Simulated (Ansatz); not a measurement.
Ag, DFT, LDA, PAW with Ansatz's default frozen-core files, scalar-relativistic (Ansatz 0.2.0), run on 1 thread of Intel(R) Xeon(R) Platinum 8488C (Sapphire Rapids) on a shared host.

The cell comes from COD entry 1509145, which wasn't checked; take it as a given geometry. The listed cell was then made from it by scaling, straining or moving an atom.

Command: `ansatz run input.yaml --threads 1 --pin off --max-ram 3072MiB --backend cpu --events-out ev --progress --plain --runs-dir out`

```yaml
crystal:
  lattice:
    - [2.8903986575, 0.0, 0.0]
    - [-1.4451993287, 2.5031586645, 0.0]
    - [0.0, 0.0, 4.7252623344]
  atoms:
    - { symbol: Ag, position: [0.3333333333, 0.6666666667, 0.25] }
    - { symbol: Ag, position: [0.6666666667, 0.3333333333, 0.75] }
kpoints:
  mp_grid: { grid: [14, 14, 8] }
scf:
  occupations: { method: fermi_dirac, width: 0.05 }
hamiltonian:
  xc: lda
  pseudopotentials: { kind: paw }
output:
  forces: true
  stress: true
  eigenvalues: true
  efg: { contact_densities: true }
  write_density: true
  write_potential: true
  elf: true
  volumetric_format: npy
```

How large is the problem that the program sets up?

120 irreducible k-points, 687 plane waves at Γ, 23 bands.

About how long does it take, and how much memory does it use?

4.2 s of wall time for 6 SCF iterations, with a peak of 0.41 GiB. Times on shared machines scatter by tens of per cent.

And the same cell and mesh by crystal-made all-electron datasets, asked for forces, stress, eigenvalues, efg, on the same hardware?

9.1 s, peak memory 0.53 GiB.
